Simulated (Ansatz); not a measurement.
ZrO$_{2}$:
```
CELL_PARAMETERS angstrom
      4.85419     0.00000     0.00000
      0.00000     4.85419     0.00000
      0.00000     0.00000     3.24639
ATOMIC_POSITIONS crystal
  Zr 0.00000 0.00000 0.00000
  Zr 0.50000 0.50000 0.50000
  O  0.30618 0.30618 0.00000
  O  0.80618 0.19382 0.50000
  O  0.19382 0.80618 0.50000
  O  0.69382 0.69382 0.00000
```

Relaxed with HSE06.

Problem. Give the Bader charges and basin volumes of the independent atoms, DFT-HSE06 in the program Ansatz with PAW potentials.

Solution. 

```json
[
 {"atom": "Zr1", "Bader charge (e)": "+2.76", "Bader volume (Å³)": "10.0"},
 {"atom": "O3", "Bader charge (e)": "-1.38", "Bader volume (Å³)": "14.1"}
]
```

Space group P4_2/mnm (rutile). A made-up cell: these elements were put on the sites of a structure type; the Crystallography Open Database copy checked does not list it. It is not the phase usual at ambient conditions (space group No. 14). The HSE06 relaxation kept the symmetry of its start; its stability against distortions is not shown here. No spin polarisation was allowed.

Potentials: the later of the program's two PAW sets.
